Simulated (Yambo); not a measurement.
G0W0@PBE for CdS (wurtzite, space group P6_3mc, No. 186) in Yambo (3×3×2 mesh, 8 Ry block, plasmon pole, screening fixed), without a terminator:

```
bands N in G  gap Γ → Γ (eV)  shift of the valence edge (eV)
------------  --------------  ------------------------------
76                     1.990                          -0.271
127                    2.038                          -0.517
195                    2.087                          -0.647
```

### Question
Extrapolate both columns to infinite N with E(N) = E∞ + A/N, test the form, and compare with the terminator.

### Answer
From two points, E∞ = (N2 E2 − N1 E1)/(N2 − N1). The two largest N give 2.18 eV for the gap and -0.89 eV for the shift; the two smallest give 2.11 eV and -0.88 eV. For the gap the slopes A are -9.1 and -18 eV: the form isn't reached, and its limit is uncertain. For the shift the slopes A are 47 and 47 eV: the 1/N form holds. With the Bruneval-Gonze terminator and 195 bands the run gives 2.13 eV and -0.76 eV, 0.04 eV and 0.13 eV from the extrapolated values: the terminator too is an estimate of the remainder. Block, mesh and the bands in W are held fixed.

Spin-orbit coupling is not included.

Geometry of the Materials Project entry, not relaxed at this level; primitive cell a = b = 4.169 Å, c = 6.780 Å, α = β = 90.00°, γ = 120.00°.

A shift is the quasiparticle energy of the state minus its PBE energy.
